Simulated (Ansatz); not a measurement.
Ge:
```
CELL_PARAMETERS angstrom
     -5.31619     5.31619     5.31619
      5.31619    -5.31619     5.31619
      5.31619     5.31619    -5.31619
ATOMIC_POSITIONS crystal
  Ge 0.00000 0.00000 0.00000
  Ge 0.27096 0.27096 0.27096
  Ge 0.00000 0.00000 0.72904
  Ge 0.00000 0.72904 0.00000
  Ge 0.72904 0.00000 0.00000
  Ge 0.50000 0.25000 0.75000
  Ge 0.50000 0.75000 0.25000
  Ge 0.75000 0.50000 0.25000
  Ge 0.25000 0.50000 0.75000
  Ge 0.25000 0.75000 0.50000
  Ge 0.75000 0.25000 0.50000
  Ge 0.44060 0.44060 0.16905
  Ge 0.27155 0.27155 0.83095
  Ge 0.72845 0.55940 0.00000
  Ge 0.55940 0.72845 0.00000
  Ge 0.16905 0.44060 0.44060
  Ge 0.83095 0.27155 0.27155
  Ge 0.00000 0.72845 0.55940
  Ge 0.00000 0.55940 0.72845
  Ge 0.44060 0.16905 0.44060
  Ge 0.27155 0.83095 0.27155
  Ge 0.55940 0.00000 0.72845
  Ge 0.72845 0.00000 0.55940
```

Relaxed with PBE. Special points in fractions of this cell's reciprocal vectors: Γ (0.000, 0.000, 0.000); H (0.500, -0.500, 0.500); N (0.000, 0.000, 0.500); P (0.250, 0.250, 0.250).

**Question.** List the band energies nearest the valence-band maximum at these points for the program Ansatz at the PBE level (PAW).

**Answer.** In eV from the valence-band maximum; about four levels below and three above (degenerate sets whole), none deeper than 8.9 eV; points with the same levels are listed once.

```json
[
 {"k": "Γ", "below": "-0.45 -0.45 -0.45 -0.38", "above": "1.02 1.61 1.61 1.61"},
 {"k": "H", "below": "-0.31 -0.31 -0.20 -0.20 -0.20", "above": "0.88 1.06 1.06 1.06"},
 {"k": "N", "below": "-0.66 -0.52 -0.33 0.00", "above": "1.47 1.61 2.14"},
 {"k": "P", "below": "-0.54 -0.54 -0.54 -0.29 -0.01 -0.01", "above": "1.66 1.66 1.66"}
]
```

Space group I-43m. The start of the workflow was typed in or built on a structure type; neither database checked (COD, Materials Project) lists it. It is not the phase usual at ambient conditions (space group No. 227). The PBE relaxation kept the symmetry of its start; whether a distortion lowers the energy is not shown. Scalar-relativistic: spin–orbit coupling is off unless named, which matters more the heavier the elements.

Potentials: the later of the program's two PAW sets.
